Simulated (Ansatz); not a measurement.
BaZrO3 (cubic perovskite, space group No. 221), a = 4.205 Å, b = 4.205 Å, c = 4.205 Å, α = 90.00°, β = 90.00°, γ = 90.00°.

Relaxed with r²SCAN. 

Question: HSE06 on this cell (Ansatz, a quantum-chemistry and plane-wave program, PAW) gives a gap of 4.69 eV. What does r²SCAN give?

Answer: 3.73 eV.

Cost on shared cores: the r²SCAN run (SCF on a 7×7×7 mesh, then bands and DOS) roughly 40 core-seconds, the HSE06 run (SCF on 4×4×4, then a few points) very roughly 100 core-seconds; the tasks are unlike.

Space group Pm-3m (cubic perovskite). The cell was relaxed with r²SCAN under the symmetry of its start; phonons on a q-mesh show weakly imaginary modes. The run is not spin-polarised. Spin–orbit coupling is left out wherever it is not named.

Potentials: the later of the program's two PAW sets.

Ansatz is a plane-wave DFT program.
